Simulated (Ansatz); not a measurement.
K3LuV2O8: gradients before and after relaxing the atoms

Start: a refined structure from the COD, taken as it stands.

Space group P-3m1 (No. 164); a = 5.8550, c = 7.5780 Å, γ = 120.00°.

| site | Wyckoff | site symmetry | x | y | z |
| --- | --- | --- | --- | --- | --- |
| K1 | 1a | -3m. | 0.0000 | 0.0000 | 0.0000 |
| K2 | 2d | 3m. | 0.6667 | 0.3333 | 0.7058 |
| Lu | 1b | -3m. | 0.0000 | 0.0000 | 0.5000 |
| V | 2d | 3m. | 0.6667 | 0.3333 | 0.2541 |
| O7 | 2d | 3m. | 0.6667 | 0.3333 | 0.0360 |
| O9 | 6i | .m. | 0.3485 | 0.1742 | 0.3298 |

One atom of each set is listed.

All values are calculated (Ansatz; DFT, PBE, plane waves and PAW, scalar-relativistic, 420 eV cutoff, Γ-centred 5×5×3 k-points, Fermi–Dirac smearing 0.02 eV), not measured.

The largest force at the start is 0.84 eV/Å. Relaxing the ions at fixed cell moves them by 0.149 Å at most (atom 2, K) and 0.081 Å rms.

| site | moved (Å) | first shell before | first shell after | V_zz before (10²¹ V/m²) | η before |
| --- | --- | --- | --- | --- | --- |
| K1 | 0.000 | 12 O at 3.06–3.39 Å | 12 O at 3.01–3.39 Å | -1.12 | 0.00 |
| K2 | 0.149 | 1 O at 2.50 Å; also 6 O at 2.94 Å | 10 O at 2.56–3.19 Å | -0.78 | 0.00 |
| Lu | 0.000 | 6 O at 2.19 Å | 6 O at 2.20 Å | -2.94 | 0.00 |
| V | 0.090 | 4 O at 1.65–1.71 Å | 4 O at 1.66–1.74 Å | -1.30 | 0.00 |
| O7 | 0.093 | 1 V at 1.65 Å | 1 V at 1.66 Å | 0.21 | 0.00 |
| O9 | 0.049 | 1 V at 1.71 Å, 1 Lu at 2.19 Å, angle 163° | 1 V at 1.74 Å, 1 Lu at 2.20 Å, angle 163° | -1.64 | 0.90 |

Task: How do the gradients change?

Result: 

```csv
site,V_zz after,η after,change of V_zz
K1,-1.42,0.00,-0.30
K2,-0.39,0.00,+0.39
Lu,-7.81,0.00,-4.87
V,-2.98,0.00,-1.68
O7,0.19,0.00,-0.02
O9,-2.03,0.96,-0.39
```

The largest change of V_zz is on Lu, from -2.94 to -7.81. In per cent, |V_zz| changes by -50 to +27 on K, +166 on Lu, +130 on V, +24 on O (all sites that start above 0.5).

Without spin–orbit coupling the gradients at and beside Lu can be off by some per cent, at some sites by more.
